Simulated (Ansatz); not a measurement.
Space group Fm-3m (No. 225). a = 6.134 Å, b = 6.134 Å, c = 6.134 Å, α = 90.00°, β = 90.00°, γ = 90.00°
```tsv
atom	site	symmetry	x	y	z
Pb	4a	m-3m	0.0000	0.0000	0.0000
Se	4b	m-3m	0.5000	0.0000	0.0000
```

Equation of state of this PbSe structure (not necessarily the ground state), with shape and atoms relaxed at each volume where symmetry leaves them free. All numbers below come from DFT PBE+D3(BJ), scalar-relativistic, plane waves, PAW in Ansatz 0.2.0.

Plane waves to 420 eV, a k mesh through Γ of 10×10×10 on the computed 2-atom cell and Gaussian smearing (0.01 eV); no spin polarisation.

| V (Å³/atom) | E − E(largest V) (meV/atom) | P (GPa) | gap on mesh (eV) |
| --- | --- | --- | --- |
| 25.390 | 48.88 | 8.61 | 0.19 |
| 26.256 | 9.94 | 5.88 | 0.05 |
| 27.121 | -15.74 | 3.65 | 0.08 |
| 27.987 | -30.00 | 1.68 | 0.20 |
| 28.853 | -34.40 | 0.00 | 0.31 |
| 29.718 | -30.46 | -1.41 | 0.40 |
| 30.584 | -19.67 | -2.51 | 0.48 |
| 31.738 | 0.00 | -2.53 | 0.58 |

Task: Fit a third-order Birch–Murnaghan equation to E(V).

Result: V0 = 28.86 Å³/atom, B0 = 48 GPa, B0' = 5.8.

Spin-orbit coupling is left out, which matters for the bands of heavy elements.

The gaps are read on the mesh, which can miss the band edges, so they can be too wide.

Cost: 8 runs of about 0.54 core-minutes in all, on Arm Neoverse V1 (shared hosts).